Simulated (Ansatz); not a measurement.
Ge: zone-centre modes

Computed with DFT PBEsol, scalar-relativistic, plane waves, PAW (Ansatz 0.2.0). Cutoff 420 eV, 14×14×14 k-points (Γ-centred), Fermi-Dirac smearing of 0.15 eV. No spin polarisation. Phonons by linear response, acoustic sum rule imposed.

Relaxed structure:
```
Ge
1.0
     0.00000    2.83874    2.83874
     2.83874    0.00000    2.83874
     2.83874    2.83874    0.00000
Ge
2
Cartesian
  0.0000 0.0000 0.0000
  1.4194 1.4194 1.4194
```

In a metal, frequencies and elastic constants depend on the k mesh and the smearing, soft modes and shear constants most.

Optical modes at Γ; i marks an imaginary frequency:
```json
{"frequency (meV)": "35.0", "degeneracy": "3"}
```

All 3 optical modes at Γ are real: no displacement of atoms at fixed cell lowers the energy to second order. Strains and modes at other wave vectors aren't tested by this run.

The bands only touch here, so at this level the crystal is a zero-gap semiconductor or semimetal, not an ordinary metal; spin–orbit coupling, left out, can open or move such a gap.

Cost: 1 run of about 0.43 core-minutes, on Intel Xeon Platinum 8488C (Sapphire Rapids) (shared hosts).